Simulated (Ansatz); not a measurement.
LiBr:
```
CELL_PARAMETERS angstrom
      0.00000     2.70550     2.70550
      2.70550     0.00000     2.70550
      2.70550     2.70550     0.00000
ATOMIC_POSITIONS crystal
  Li 0.00000 0.00000 0.00000
  Br 0.50000 0.50000 0.50000
```

Relaxed with PBEsol in the plane-wave PAW code Ansatz. Indices refer to the conventional cell of Fm-3m, a = b = c = 5.4110 Å, α = β = γ = 90.00°.

Problem. Simulate the powder diffraction pattern (Cu Kα, λ = 1.54184 Å; lines above 1 %) up to 2θ = 90°.

Solution. Simulated powder pattern, Cu Kα, λ = 1.54184 Å (kinematic, ideal powder, no thermal factors, no anomalous dispersion; the 30 strongest lines at most, above 1 %, up to 2θ = 90°):

```tsv
2θ (°)	d (Å)	I/Imax (%)	hkl
28.57	3.124	100	(111)
33.11	2.705	65	(200)
47.53	1.913	46	(220)
56.40	1.631	42	(311)
59.15	1.562	16	(222)
69.49	1.353	7.3	(400)
76.78	1.241	17	(331)
79.16	1.210	20	(420)
88.53	1.105	16	(422)
```

Symmetry was held in the PBEsol relaxation.

Potentials: the later of the program's two PAW sets.
